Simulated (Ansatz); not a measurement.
# Al (Fm-3m): elasticity against pressure

```yaml
crystal:
  lattice:
    - [0.00000, 2.00721, 2.00721]
    - [2.00721, 0.00000, 2.00721]
    - [2.00721, 2.00721, 0.00000]
  atoms:
    - { symbol: Al, position: [0.00000, 0.00000, 0.00000] }
```

This is the zero-pressure cell. At each pressure cell and atoms are relaxed in this structure, and the constants are slopes of the stress at strains of ±0.005 with relaxed ions (the coefficients that govern stability under load). Level: PBEsol, PAW on Ansatz 0.2.0's default frozen-core files (fitted under PBE), scalar-relativistic; k mesh 24×24×24, strains of ±0.005, Fermi-Dirac smearing of 0.050 eV, cutoff 420 eV. P is the pressure of the relaxed cell, less that of this one.

```tsv
P (GPa)	V/V₀	C11 (GPa)	C12 (GPa)	C44 (GPa)
0.00	1.0000	103.6	70.3	14.1
1.02	0.9879	110.9	73.7	17.5
2.00	?	?	?	?
4.00	0.9565	135.2	81.4	29.1
7.03	0.9294	164.5	86.8	42.9
10.03	0.9063	193.2	91.4	56.0
15.03	0.8734	232.5	101.7	73.5
```

Q: Does the bulk modulus from the constants agree with the pressure-volume curve?

A: A third-order Birch-Murnaghan fit to the volumes shown (F against f, f = [(V₀/V)^(2/3) − 1]/2) gives B₀ = 81.2 GPa and B′ = 4.6. Its −V dP/dV stands beside (C11 + 2C12)/3:

```
P (GPa)  from P(V)  from the constants
   0.00       81.2                81.4
   1.02       85.9                86.1
   4.00       99.2                99.4
   7.03      112.4               112.7
  10.03      125.2               125.3
  15.03      146.0               145.3
```

Q: What are the pressure derivatives at zero pressure?

A: Slopes at V₀ of quadratic fits in −ln(V/V₀) through the first four rows shown, divided by B₀: dC11/dP = 6.5, dC12/dP = 3.6, dC44/dP = 3.1. The mean slopes up to 4.0 GPa are 7.9, 2.8, 3.8; curvature and scatter of the constants part the two. The combination (dC11/dP + 2 dC12/dP)/3 = 4.5 stands against B′.

Q: Fill the row at 2.00 GPa.

A: Cubic fits in −ln(V/V₀) through all rows shown give C11 = 117.7, C12 = 76.8, C44 = 20.8 GPa. Computed: V/V₀ = 0.9769, C11 (GPa) = 118.3, C12 (GPa) = 76.6, C44 (GPa) = 21.0.

Q: Does a shear stiffness soften?

A: C44 goes from 14.1 to 73.5 GPa; (C11 − C12)/2 goes from 16.7 to 65.4 GPa. Neither ends more than 3 % under its start, and the lattice stays mechanically stable over this range.

Limits of these numbers: no other phase was computed; many crystals of this kind change structure within this range, and rows or crossings beyond such a change describe a metastable lattice; frozen-core PAW files fitted under PBE, their cores solved anew for the functional of the run; responses of metals move with mesh and smearing; phonons weren't checked at these pressures.
